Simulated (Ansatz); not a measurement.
Data:

Bi₄Se₃:
Space group R-3m, hexagonal axes (No. 166); a = 4.2351 Å, b = 4.2351 Å, c = 38.9008 Å, α = 90.00°, β = 90.00°, γ = 120.00°

| atom | site | symmetry | x | y | z |
|---|---|---|---|---|---|
| Bi | 6c | 3m | 0.0000 | 0.0000 | 0.2870 |
| Bi | 6c | 3m | 0.0000 | 0.0000 | 0.1444 |
| Se | 3a | -3m | 0.0000 | 0.0000 | 0.0000 |
| Se | 6c | 3m | 0.0000 | 0.0000 | 0.4187 |
(The calculation used a cell of 7 atoms; values per cell refer to that cell.)

This is the LDA-relaxed structure.

Q: All from LDA (plane waves, PAW; program Ansatz), unless another level is named. Estimate the electronic character.

A: no gap, with almost no states at the Fermi level (zero-gap or semimetallic).

Q: Predict the formation energy from the elements (no fitted shifts).

A: -0.26 eV/atom.

The first step of the workflow began from a Materials Project structure, measured or hypothetical; the Crystallography Open Database files this formula in space group No. 166, but the cells were not matched. Its standing as an ambient phase is unchecked. The cell was relaxed with LDA under the symmetry of its start; its stability against distortions is not shown here. A crystal of weakly bound layers computed without a dispersion correction: the cell and the soft elastic constants depend strongly on that. A small band overlap can be real or an error of a semilocal functional. The references are the lowest solids computed at this level, not always the standard phases. Spin–orbit coupling is left out wherever it is not named.

Potentials: the later of the program's two PAW sets.
